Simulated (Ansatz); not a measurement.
GdN, in the lowest of the structures calculated here: Fm-3m (No. 225), cF8, rock salt type; a = b = c = 4.9838 Å, α = β = γ = 90.00°; N 4a (0.000, 0.000, 0.000); Gd 4b (0.500, 0.500, 0.500). Level of theory: PBE (plane waves to 420 eV, PAW, scalar-relativistic; Ansatz, a first-principles code). Element references, the lowest calculated here: N (Pa-3), Gd (P6₃/mmc, antiferromagnetic); gases are represented by their molecular solids.

Total energies (eV/atom, σ → 0; comparable only within this code, potentials and settings):

| phase | E (eV/atom) |
|---|---|
| GdN (Fm-3m) | -4859.907 |
| N (Pa-3) | -384.030 |
| Gd (P6₃/mmc) | -9332.688 |

Problem. What is the formation energy of this Fm-3m form of GdN from the elements?

Solution. E_f = -4859.907 − [1 × (-9332.688) + 1 × (-384.030)] / 2 = -1.55 eV/atom (-3.1 eV per formula unit).

Static energies, no anion corrections, no zero-point energy. Values are rounded to 0.01 eV/atom. Spin state reached: ferromagnetic (net 3.50 μB/atom); other spin orders were not run from this start. The 4f state was not searched, so a lower electronic state may exist.
